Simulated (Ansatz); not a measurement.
MgO (wurtzite, P6_3mc), plane-wave PAW PBEsol (Ansatz code), all energies at zero smearing, with the estimated change up to a 700 eV cutoff added, with one set of potentials and settings (totals compare only within such a set). Cell of 4 atoms (2 Mg, 2 O): -4951.290 eV.

```json
[
 {"element": "Mg", "reference phase": "P6_3/mmc, 2 atoms in the cell", "E (eV/atom)": "-1912.0525"},
 {"element": "O", "reference phase": "C2/m, 4 atoms in the cell, spin-polarised", "E (eV/atom)": "-558.3609"}
]
```

Formation energy per atom, worked out: (-4951.290 − 2×(-1912.0525) − 2×(-558.3609))/4 = -2.616 eV/atom (-252 kJ per mol of atoms), at 0 K, without zero-point energy or fitted corrections.

The workflow started from a Materials Project entry (that database holds measured and hypothetical structures alike); the Crystallography Open Database copy checked does not list it. It is not the phase usual at ambient conditions (space group No. 225). The cell was relaxed with PBEsol under the symmetry of its start; its stability against distortions is not shown here. The references are the lowest solids computed at this level, not always the standard phases (solids in place of the gases).

Potentials: the earlier of the program's two PAW sets. The files were generated under PBE; for other functionals the program regenerates the frozen cores, and for LDA and PBEsol the local potential too.
